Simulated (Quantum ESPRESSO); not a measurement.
```yaml
crystal:
  lattice:
    - [4.19133, 0.00000, 0.00000]
    - [0.00000, 4.19133, 0.00000]
    - [0.00000, 0.00000, 4.25451]
  atoms:
    - { symbol: Ba, position: [0.00000, 0.00000, 0.00000] }
    - { symbol: Zr, position: [0.50000, 0.50000, 0.50000] }
    - { symbol: O, position: [0.50000, 0.00000, 0.50000] }
    - { symbol: O, position: [0.00000, 0.50000, 0.50000] }
    - { symbol: O, position: [0.50000, 0.50000, 0.00000] }
```
The cell was made here from a computed Materials Project entry: strained by +1 % along the cube axis and by -0.5 % across it, atoms relaxed (PBE without dispersion, pw.x of a modified build of Quantum ESPRESSO, symmetry kept). The parent is BaZrO3 in Pm-3m. Stability against distortions was not tested. The run has no spin polarisation.

A lattice sum over point charges, one formal value an element (Ba +2, Zr +4, O -2), with no Sternheimer factor, costs far less than a self-consistent run. Taken along the main axis of each site's self-consistent tensor, it gives:

| site | V along that axis, point charges (a.u.) |
|---|---|
| Ba (atom 1) | 0.000 |
| Zr (atom 2) | 0.006 |
| O1 (atoms 3, 4) | 0.174 |
| O2 (atom 5) | 0.161 |

Task: How do the values of PBE PAW (JTH datasets; density from pw.x of Quantum ESPRESSO, gradients reconstructed from it by a script) compare?

Result: 
| site | Vzz, PAW (a.u.) | PAW over point charges |
|---|---|---|
| Ba | 0.029 | – |
| Zr | 0.297 | 52 |
| O1 | -0.154 | -0.9 |
| O2 | -0.080 | -0.5 |
Along that axis the sign differs on O1, O2.  Cores are frozen. Against all-electron runs on small test molecules, this scheme's |Vzz| missed by −2 to +6 % on O. Ba, Zr had no test against all-electron runs. Spin–orbit coupling is left out, a limit on Ba.
